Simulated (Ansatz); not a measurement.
Input and output of a single-point calculation on SnTe in the rocksalt structure (the PAW code Ansatz, PBE). The cell was relaxed with r2SCAN and then strained (isotropic -1.0 % on every length), with the atoms relaxed again with r2SCAN; k points keep the names of the unstrained zone.

The input:
```yaml
crystal:
  lattice:
    - [0.0, 3.157437042, 3.157437042]
    - [3.157437042, 0.0, 3.157437042]
    - [3.157437042, 3.157437042, 0.0]
  atoms:
    - { symbol: Sn, position: [0.0, 0.0, 0.0] }
    - { symbol: Te, position: [0.5, 0.5, 0.5] }
kpoints:
  mp_grid: { grid: [8, 8, 8] }
  band_path:
    path:
      - [0.0, 0.0, 0.0]
      - [0.5, 0.0, 0.5]
      - [0.625, 0.25, 0.625]
      - [0.375, 0.375, 0.75]
      - [0.5, 0.5, 0.5]
      - [0.5, 0.25, 0.75]
      - [-0.012044, -0.010579, 0.493245]
    npoints: 1
hamiltonian:
  xc: pbe
scf:
  occupations: { method: fermi_dirac, width: 0.02 }
  n_extra_bands: 4
output:
  forces: true
  stress: true
  eigenvalues: true
  write_density: true
  write_potential: true
  elf: true
  volumetric_format: npy
```

Run as `ansatz run input.yaml --threads 2 --pin off --max-ram 20275MiB --backend cpu --events-out ev --progress --plain --runs-dir out`. It took 1.1 s on 2 threads of AMD EPYC 7R13 Processor (Zen 3), on a shared host, load about 2.7 per core; peak host memory 0.56 GiB.

Question: What does the program print?

Answer: What the program printed (shortened):
```
scf.n_extra_bands = 4 over 15 filled bands (N_el = 30.0): the run solves 19 bands
Pseudopotential: Sn, paw, valence charge 14, recommended cutoff 420 eV (normal)
Pseudopotential: Te, paw, valence charge 16, recommended cutoff 420 eV (normal)
Functional definition: PBE
Crystal: 2 atoms, lattice volume = 62.956 Å³
Basis set: ecut = 420 eV, 1243 PW (Γ)
Symmetry: 48 space group operations
Space group: Fm-3m (ITA 225)
k-points: 29 of 512
preconditioner: auto → none  [σ=0.020 eV  ℏωp=14.8 eV]
NSCF: frozen V_eff on 7 k-points
SCF converged after 6 iterations
Free energy (F): -13004.727886 eV
Internal energy: -13004.727647 eV  (E = F + TS)
E sigma→0 (E₀):  -13004.727767 eV
Entropy (-TS):   -0.000239 eV (-0.119 meV/atom)
Fermi energy:    9.648584 eV
--- Per-component energies (eV) ---
  E_band       = -355.892094
  E_kinetic    = 366.036895
  E_local      = -2162.370117
  E_nonlocal   = -343.025455
  E_hartree    = 1357.324023
  E_xc         = -507.727197
  E_vxc        = -200.950055
  E_paw        = -8795.578251
  E_vpaw       = -730.230877
  E_ewald      = -2919.387370
  E_smearing   = -0.000239
--- Stress (GPa, compression-positive) ---
        1.987780       0.000000       0.000000
        0.000000       1.987780       0.000000
        0.000000       0.000000       1.987780
  P = ⅓ Tr σ = 1.9878 GPa (19.878 kbar)
```
Only the leading digits can be foreseen; the rest is this run's record.

The file bands.tsv (bands near the Fermi energy, numbered from 0, rounded):
```tsv
# k_distance	band_10	band_11	band_12	band_13	band_14	band_15	band_16	band_17	band_18
# fermi_ev = 9.648584
# [0, 0, 0] at k_distance = 0.000000
# [0.5, 0, 0.5] at k_distance = 0.994982
# [0.625, 0.25, 0.625] at k_distance = 1.346761
# [0.375, 0.375, 0.75] at k_distance = 1.956061
# [0.5, 0.5, 0.5] at k_distance = 2.565360
# [0.5, 0.25, 0.75] at k_distance = 3.268918
# [-0.012044, -0.010579, 0.493245] at k_distance = 3.989464
# levels_relative_to = fermi_ev
0.000	-12.815	-4.761	-2.183	-2.183	-2.183	3.282	3.282	3.282	4.729
0.995	-11.256	-6.518	-5.588	-3.769	-3.769	2.150	4.839	4.839	6.284
1.347	-11.218	-7.456	-5.194	-3.278	-2.752	2.958	3.021	4.148	5.477
1.956	-11.218	-7.456	-5.194	-3.278	-2.752	2.958	3.021	4.148	5.477
2.565	-11.551	-8.359	-1.849	-1.849	-0.038	0.038	0.323	0.323	7.703
3.269	-11.168	-7.405	-4.845	-4.845	-0.879	0.795	4.571	4.571	5.988
3.989	-11.551	-8.357	-1.864	-1.853	-0.026	-0.026	0.329	0.395	7.689
```
In order the rows are Γ, X, U, K, L, W, (-0.012, -0.011, 0.493).

Planar averages along the third cell vector, from rho_z.tsv and v_z.tsv (valence density with its augmentation; electrostatic potential energy of an electron, of which only differences have a meaning):
```csv
z (Å),ρ (e/Å³),v_es (eV)
0.00,0.776,9.13
0.15,0.734,8.95
0.30,0.628,8.50
0.45,0.496,7.92
0.60,0.376,7.42
0.74,0.288,7.16
0.89,0.238,7.11
1.04,0.216,7.10
1.19,0.217,7.04
1.34,0.242,7.02
1.49,0.306,7.21
1.64,0.420,7.74
1.79,0.572,8.57
1.93,0.730,9.49
2.08,0.850,10.21
2.23,0.895,10.49
2.38,0.850,10.21
2.53,0.730,9.49
2.68,0.572,8.57
2.83,0.420,7.74
2.98,0.306,7.21
3.13,0.242,7.02
3.27,0.217,7.04
3.42,0.216,7.10
3.57,0.238,7.11
3.72,0.288,7.16
3.87,0.376,7.42
4.02,0.496,7.92
4.17,0.628,8.50
4.32,0.734,8.95
```

With PBE the gap closes, the bands meeting at k = (-0.012, -0.011, 0.493). The gap is the least over the mesh and the extra points. At this geometry PBE finds +1.99 GPa, compression counted positive: its own equilibrium volume is larger.

(Simulation; spin polarisation is off.)

Spin-orbit coupling is left out, which matters wherever the heavy atoms make up the band edges.
